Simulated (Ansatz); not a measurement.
**Fitting the PBE energy curve of Pt3Bi**

Symmetry: Pm-3m, No. 221, cubic system. Conventional cell: a = 4.186 Å, b = 4.186 Å, c = 4.186 Å, α = 90.00°, β = 90.00°, γ = 90.00°. Around Bi (site symmetry m-3m) lie 12 Pt at 2.96 Å. Around Pt (site symmetry 4/mmm) lie 4 Bi at 2.96 Å and 8 Pt at 2.96 Å.

The cell comes from a database or a generator and needn't be the stable form of this composition.

The cell was scaled at fixed shape and fractions and run with Ansatz, Ansatz PAW, cutoff 420 eV; PBE, k mesh 7 × 7 × 7 on the cell of 4 atoms, fermi-dirac occupations of 0.05 eV, no spin polarisation, no spin-orbit coupling. Energies are those that the program minimises, any entropy of the smearing included. For a metal such a mesh isn't converged to the digits shown.

| V (Å³/atom) | energy over the lowest row (meV/atom) |
| --- | --- |
| 17.2433 | 28.50 |
| 17.6101 | 10.13 |
| 17.9770 | 1.00 |
| 18.3439 | 0.00 |
| 18.7108 | ? |
| 19.0777 | 18.62 |
| 19.4445 | 36.59 |

**Question.** Fit the third-order Birch-Murnaghan form, give V0, B0 and B′, and predict the energy left open.

**Answer.** With y = (V0/V)^(2/3), E = E0 + (9 V0 B0/16) [(y - 1)³ B′ + (y - 1)² (6 - 4y)]. Least squares through the rows shown give V0 = 18.2068 Å³/atom, E0 = -0.51 meV, B0 = 162.5 GPa (1 eV/Å³ = 160.218 GPa) and B′ = 5.37, with a largest miss of 0.01 meV. At V = 18.7108 the form with these constants gives 6.17 meV; the run gave 6.16 meV an atom.
